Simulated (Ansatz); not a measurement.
# Notes on Cr

```
Cr
1.0
     1.98497    3.35969    0.00000
     1.98497   -3.35969    0.00000
     0.00000    0.00000   -3.96467
Cr
4
Direct
  0.15250 0.84750 0.92150
  0.34750 0.65250 0.42150
  0.84750 0.15250 0.07850
  0.65250 0.34750 0.57850
```

Single point in Ansatz 0.2.0 with r2SCAN, no spin polarisation. Cutoff 500 eV, PAW datasets, 10×10×8 Γ-centred k mesh, gaussian filling (width 0.0765 eV).

Task: What does the stress say?

Result: The pressure is 1.7 GPa (compression positive), so with the atoms held at these fractions the cell would first expand; the forces are large, so a full relaxation may end otherwise. The principal stresses -5.9, -1.0, 12.0 GPa differ, so its shape would change too.

Task: Describe some of the short contacts.

Result: Cr–Cr at 2.14 Å: least valence density 0.75 e/Å³ and ELF 0.35 there. Both are smooth PAW fields, read partly inside the augmentation spheres.

Task: Which atom feels the largest force, and which way?

Result: The largest is on Cr2 (and as large on other atoms): 0.90 eV/Å, components (0.00, -0.75, -0.49). It makes 130° with the line to a nearest neighbour, Cr4 at 2.14 Å.

Task: What happens at the Fermi level?

Result: It is a metal, with about 3.7 states/eV a cell as the mean within 0.25 eV of the Fermi level, mostly Cr d (94 %).

Origin: a known structure type with other elements, at an estimated volume, so it need not be a known compound. Caveats: no spin polarisation, so a magnetic state may lie lower.
